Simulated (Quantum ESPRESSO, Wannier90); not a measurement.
Wannierisation of TlBr (CsCl type)

Materials Project entry mp-22875; symmetrised, unrelaxed at this level. COD (Crystallography Open Database) has an entry of this formula and space group (matched by these alone). Computed values, not measurements, from PBEsol: Quantum ESPRESSO (norm-conserving PseudoDojo potentials, cutoff 50 Ry, spinors with spin-orbit coupling) on a Γ-centred 6×6×6 mesh, then Wannier90. Density: 8×8×8 mesh, cold smearing 0.01 Ry.

```
begin unit_cell_cart
ang
    3.9999100000    0.0000000000    0.0000000000
    0.0000000000    3.9999100000    0.0000000000
    0.0000000000    0.0000000000    3.9999100000
end unit_cell_cart
mp_grid = 6 6 6
```

Problem. Which shells of neighbouring k-points and which b-vectors and weights does Wannier90 pick for this cell and mesh?

Solution. 
```
 *---------------------------------- K-MESH ----------------------------------*
 +----------------------------------------------------------------------------+
 |                    Distance to Nearest-Neighbour Shells                    |
 |                    ------------------------------------                    |
 |          Shell             Distance (Ang^-1)          Multiplicity         |
 |          -----             -----------------          ------------         |
 |             1                   0.261805                      6            |
 |             2                   0.370249                     12            |
 |             3                   0.453460                      8            |
 |             4                   0.523611                      6            |
 |             5                   0.585414                     24            |
 |             6                   0.641289                     24            |
 |             7                   0.740497                     12            |
 |             8                   0.785416                     30            |
       ... (lines left out)
 +----------------------------------------------------------------------------+
 | The b-vectors are chosen automatically                                     |
 | The following shells are used:                       1                     |
 +----------------------------------------------------------------------------+
 |                        Shell   # Nearest-Neighbours                        |
 |                        -----   --------------------                        |
 |                          1               6                                 |
 +----------------------------------------------------------------------------+
 | Completeness relation is fully satisfied [Eq. (B1), PRB 56, 12847 (1997)]  |
 +----------------------------------------------------------------------------+
 |                  b_k Vectors (Ang^-1) and Weights (Ang^2)                  |
 |                  ----------------------------------------                  |
 |            No.         b_k(x)      b_k(y)      b_k(z)        w_b           |
 |            ---        --------------------------------     --------        |
 |             1         0.000000    0.000000    0.261805     7.294797        |
 |             2         0.000000    0.261805    0.000000     7.294797        |
 |             3         0.261805    0.000000    0.000000     7.294797        |
 |             4         0.000000    0.000000   -0.261805     7.294797        |
 |             5         0.000000   -0.261805    0.000000     7.294797        |
 |             6        -0.261805    0.000000    0.000000     7.294797        |
```
